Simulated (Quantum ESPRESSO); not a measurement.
Space group P-3m1 (No. 164); a = b = 5.6379 Å, c = 7.3183 Å, α = β = 90.00°, γ = 120.00°

```csv
atom,site,symmetry,x,y,z
O,6i,.m.,0.3141,0.1571,0.1543
O,2d,3m.,0.6667,0.3333,0.4689
Al,1a,-3m.,0.0000,0.0000,0.0000
K,1b,-3m.,0.0000,0.0000,0.5000
Mo,2d,3m.,0.6667,0.3333,0.2297
```

The geometry is that of Materials Project entry mp-19352, symmetrised and not relaxed again.

### Question
What does norm-conserving PBEsol (Quantum ESPRESSO, 84 Ry, no spin-orbit coupling) give for the electronic structure near the Fermi level?

### Answer
The PBEsol gap is direct, 3.68 eV at Γ. Spin-orbit splittings are left out.

The structure is a Materials Project entry; no match was found in the copy of COD used, and its stability was not checked.
